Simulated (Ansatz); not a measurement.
What internal relaxation does to the elastic constants of C

Level of theory: DFT LDA, scalar-relativistic, plane waves, PAW in Ansatz 0.2.0. Plane waves to 420 eV; Γ-centred k mesh 18×18×18; Gaussian smearing of 0.02 eV. No spin polarisation.

Relaxed structure:
```
CELL_PARAMETERS angstrom
0.00000 2.11671 3.36096
1.22278 0.00000 3.36096
1.22278 2.11671 0.00000
ATOMIC_POSITIONS crystal
C 0.16670 0.83330 0.16670
C 0.83330 0.16670 0.83330
```

The crystal is built of layers and no dispersion correction was added, so the binding between them is poorly described, and with it their spacing and whatever depends on it.

Clamped-ion constants (GPa, Voigt order; atoms follow the strain homogeneously):
C11 = 1121.9, C12 = 171.9, C13 = -0.9, C22 = 1124.3, C23 = -5.4, C33 = 29.2, C44 = -4.0, C55 = 8.7, C66 = 453.1 GPa; the others vanish.

Question: What are the constants once the atoms relax in each strained cell?

Answer:
```
1089.7  204.1   -0.8    0.0    0.0    0.0
 204.0 1092.0   -5.5    0.0    0.0    0.0
  -0.8   -5.3   29.2    0.0    0.0    0.0
   0.0    0.0    0.0   -4.0    0.0    0.0
   0.0    0.0    0.0    0.0    8.7    0.0
   0.0    0.0    0.0    0.0    0.0  430.2
```
The Voigt shear modulus goes from 232.2 to 221.2 GPa and the Voigt bulk modulus doesn't change. Relaxation subtracts ΛᵀK⁻¹Λ/V, with Λ the forces that a strain puts on the atoms and K the zone-centre force constants. At a stable cell this can only lower the diagonal constants, and it acts only for strains that share their symmetry with an optical mode; elsewhere, and where the coupling is weak, the constants hardly move. The least eigenvalue of the relaxed constants is -4.0 GPa, so this cell isn't stable against every strain.

This form isn't the element's structure at ambient conditions.

Cost: 2 runs of about 17 core-minutes in all, on Intel Xeon Platinum 8488C (Sapphire Rapids) (shared hosts).